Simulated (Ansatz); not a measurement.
A 4-atom cell of PbSe (Cm) from a materials database, relaxed with r2SCAN+rVV10, was run in Ansatz 0.2.0 under altered settings. All numbers are computed, without spin polarisation but where a row says otherwise.

```
Pb Se
1.0
     4.31185    0.03614    0.51827
     0.02621    4.31129   -0.52012
    -0.76017   -3.58133    6.57464
Pb Se
2 2
Direct
  0.74184 0.01043 0.74981
  0.24185 0.01053 0.24990
  0.24308 0.50752 0.74911
  0.74308 0.50762 0.24921
```

The base run's other keys:
```yaml
kpoints:
  mp_grid: { grid: [4, 4, 2] }
hamiltonian:
  xc: hse06
scf:
  occupations: { method: fixed }
  n_extra_bands: 5
```

It takes 17 iterations with 2277 plane waves at 420 eV and 20 k points, and leaves a mean stress of +1.00 GPa. The gap over this mesh is 0.735 eV. It ran on 4 threads of Arm Neoverse N1 (shared host).

Outcomes, with energy and stress as changes against the base:
```csv
setting,outcome,ΔF (meV/atom),Δ mean stress (GPa),gap on the mesh (eV),iterations,wall time
"PBE hybrid, exx coeff 0.4, omega 0.5 1/Å",converged,–,0.0,0.554,20,120 s
hamiltonian.xc: pbe0,converged,–,0.0,1.334,17,110 s
"PBE hybrid, exx coeff 0.15, omega 0.2078 1/Å",converged,–,+0.4,0.557,15,100 s
scf.occupations: cold 0.001,converged,0.0,0.0,0.735,17,100 s
```
A dash marks a value that wasn't obtained or can't be compared. Stress is positive in compression. The base took 89 s. The base's mesh is coarse for a hybrid, so its own values aren't converged.

- PBE hybrid, exx coeff 0.4, omega 0.5 1/Å. That is 40 % exact exchange, screened with ω = 0.5 1/Å, against HSE06's 25 % screened at 0.208 1/Å. The mean stress moves by 0.0 GPa and the gap on the mesh by -0.181 eV (to 0.554). Totals of different functionals aren't comparable.
- hamiltonian.xc: pbe0. The mean stress moves by 0.0 GPa and the gap on the mesh by +0.599 eV (to 1.334). It's another functional on the same cell, so totals aren't comparable.
- PBE hybrid, exx coeff 0.15, omega 0.2078 1/Å. That is 15 % exact exchange, screened with ω = 0.2078 1/Å, against HSE06's 25 % screened at 0.208 1/Å. The mean stress moves by +0.4 GPa and the gap on the mesh by -0.178 eV (to 0.557). Totals of different functionals aren't comparable.

Within 1 meV an atom, 0.1 GPa and 0.005 eV of the base stay: scf.occupations: cold 0.001.

Spin-orbit coupling is left out; in compounds of Pb, Bi, Tl or Hg it can lower a gap by up to about 1 eV, split its edges or invert the bands.

The program warns that its thresholds are loose for a hybrid's stress.

The meshes of the hybrids are coarse, so their gaps aren't converged to the digits shown.
